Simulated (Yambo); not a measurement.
Input:

```
CELL_PARAMETERS angstrom
      4.23465     0.00000     0.00000
     -2.11733     3.66732     0.00000
      0.00000     0.00000     4.98602
ATOMIC_POSITIONS crystal
  H  0.66667 0.33333 0.12205
  Al 0.66667 0.33333 0.47117
  Si 0.33333 0.66667 0.54413
  Ba 0.00000 0.00000 0.00555
```

Workflow: PBEsol (Quantum ESPRESSO, PseudoDojo norm-conserving, 72 Ry, no spin-orbit coupling), then G0W0 in Yambo (3×3×2 Γ-centred k mesh, 151 bands and a 8 Ry block in the screening, 151 bands in G with the Bruneval-Gonze terminator, plasmon pole fitted at 27.2 eV).

Task: Give the PBEsol and G0W0 gaps between the band edges found on this mesh, and say where the edges lie.

Result: Edges: A → K. PBEsol: 0.99 eV; G0W0: 1.43 eV. The mesh misses an edge: along a dense path the PBEsol gap is 0.62 eV. Convergence of the G0W0 settings was not tested. The k mesh is coarse. 

Geometry strained from the cell relaxed with PBEsol, atoms relaxed again.

The structure is a Materials Project entry; no match was found in the copy of COD used, and its stability was not checked.
